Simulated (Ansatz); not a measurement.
# ZnInGaO4: from a starting cell to a relaxed one

The start is a relaxed ZnInGaO4 cell with every coordinate shifted by Gaussian noise of σ = 0.2 Å. A full variable-cell relaxation at zero pressure is run with r2SCAN (plane waves to 500 eV, PAW, scalar-relativistic; Ansatz, an electronic-structure program). The first steps use a coarse 8×8×8 k-mesh.

Input geometry:
```yaml
crystal:
  lattice:
    - [1.65554, 0.95582, 8.58722]
    - [-1.65554, 0.95582, 8.58722]
    - [0.00000, -1.91165, 8.58722]
  atoms:
    - { symbol: In, position: [0.09661, 0.02372, 0.86723] }
    - { symbol: Ga, position: [0.10426, 0.38078, 0.13462] }
    - { symbol: Zn, position: [0.83390, 0.85608, 0.66716] }
    - { symbol: O, position: [0.07746, 0.15657, 0.22769] }
    - { symbol: O, position: [0.92616, 0.90779, 0.82197] }
    - { symbol: O, position: [0.26260, 0.37866, 0.21731] }
    - { symbol: O, position: [0.72416, 0.74081, 0.65073] }
```

Task: How large is the pressure on the unrelaxed cell, and of which sign?

Result: +40.9 GPa (positive: the cell is compressed).

Task: What is the largest force in the starting geometry, and on which atom (counted from 1)?

Result: 19.64 eV/Å, on Ga2 (atoms numbered as listed).

Task: By how much does the energy per atom fall from start to end?

Result: 1.10 eV/atom.

Task: Is the parent structure recovered?

Result: The parent structure is recovered, R3m (No. 160).

Task: How do the shortest distances between atoms change?

Result: The closest pairs of elements (up to four, under 3.6 Å), start → end: Ga–O 1.46 → 1.91 Å; O–Zn 1.63 → 1.97 Å; In–O 2.01 → 2.19 Å; O–O 2.26 → 2.73 Å.

Task: Is the relaxed structure metallic? Give its gap.

Result: 1.77 eV, direct at Γ (no spin-orbit coupling).

The end point of the relaxation:

Space group R3m, hexagonal axes (No. 160); a = 3.311 Å, b = 3.311 Å, c = 25.763 Å, α = 90.00°, β = 90.00°, γ = 120.00°

| atom | site | symmetry | x | y | z |
|---|---|---|---|---|---|
| In | 3a | 3m | 0.0000 | 0.0000 | 0.0604 |
| Ga | 3a | 3m | 0.0000 | 0.0000 | 0.2764 |
| Zn | 3a | 3m | 0.0000 | 0.0000 | 0.8447 |
| O | 3a | 3m | 0.0000 | 0.0000 | 0.2000 |
| O | 3a | 3m | 0.0000 | 0.0000 | 0.9424 |
| O | 3a | 3m | 0.0000 | 0.0000 | 0.3521 |
| O | 3a | 3m | 0.0000 | 0.0000 | 0.7683 |
(The calculation used a cell of 7 atoms; values per cell refer to that cell.)

Final values are on a 12×12×12 k-mesh of the relaxed cell. No spin polarisation in the result.
